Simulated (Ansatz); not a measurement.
Ta:
```xyz
2
Lattice="2.8898 0.0000 0.0000 -1.4449 2.5027 0.0000 0.0000 0.0000 5.1126" Properties=species:S:1:pos:R:3 pbc="T T T"
Ta     0.0000     1.6684     3.8344
Ta     1.4449     0.8342     1.2781
```

Relaxed with r²SCAN. Special points in fractions of this cell's reciprocal vectors: Γ (0.000, 0.000, 0.000); M (0.500, 0.000, 0.000); K (0.333, 0.333, 0.000); A (0.000, 0.000, 0.500); L (0.500, 0.000, 0.500); H (0.333, 0.333, 0.500).

Task: List the band energies nearest the Fermi level at these points for r²SCAN in the plane-wave PAW code Ansatz.

Result: In eV from the Fermi level; about four levels below and three above (degenerate sets whole), none deeper than 8.9 eV; points with the same levels are listed once.

| k | below | above |
|---|---|---|
| Γ | -8.65 -5.17 -0.53 -0.25 | 0.68 0.68 1.30 1.30 |
| M | -4.09 -3.52 -0.63 -0.30 | 0.56 1.01 6.04 |
| K | -2.14 -2.14 -1.84 -0.51 -0.51 | 1.17 4.34 4.34 |
| A | -6.70 -6.70 -1.27 -1.27 | 0.74 0.74 0.74 0.74 |
| L | -4.57 -4.57 -2.41 -2.41 | 1.46 1.46 2.86 2.86 |
| H | -2.12 -2.12 -0.72 -0.72 | 1.72 1.72 5.50 5.50 |

Space group P6_3/mmc (hcp (Mg type)). The start of the workflow was typed in or built on a structure type; the Crystallography Open Database copy checked does not list it. It is not the phase usual at ambient conditions (space group No. 229). The r²SCAN relaxation kept the symmetry of its start; its stability against distortions is not shown here. The run is not spin-polarised. Spin–orbit coupling is left out wherever it is not named.

Potentials: the later of the program's two PAW sets.
